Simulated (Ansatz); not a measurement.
A scan (energy against volume; even scaling of the relaxed cell, symmetry kept) gave these values. Level of theory: r2SCAN (plane waves to 500 eV, PAW, scalar-relativistic; Ansatz, an electronic-structure program).

Bulk modulus at fixed cell shape B₀ (third-order Birch-Murnaghan fit): 127 GPa
Pressure derivative B₀′ (fit): 5.2
Equilibrium volume of the fit: 21.02 Å³/atom

Question: Of these crystals, all scanned alike, which one is it?
A. BiRh (NiAs type)
B. WSi₂ (MoSi2 type, space group I4/mmm)
C. Ge₂Sb₂Te₅ (Ge2Sb2Te5-Kooi type, space group P-3m1)
D. Lu (hcp, Mg type)

Answer: A, BiRh (NiAs type). The others have, for the bulk modulus at fixed cell shape: Lu 46.9 GPa, Ge2Sb2Te5 29.3 GPa, WSi2 234 GPa

All were relaxed with their symmetry unable to fall. BiRh is run without spin polarisation. Lu is run without spin polarisation. Spin-orbit coupling is left out. WSi2 is run without spin polarisation. With the shape held, the modulus is that of even scaling; a crystal free to change shape is softer.

(A scan under strain: stresses follow from slopes of the energy per volume, elastic moduli from its curvatures.)
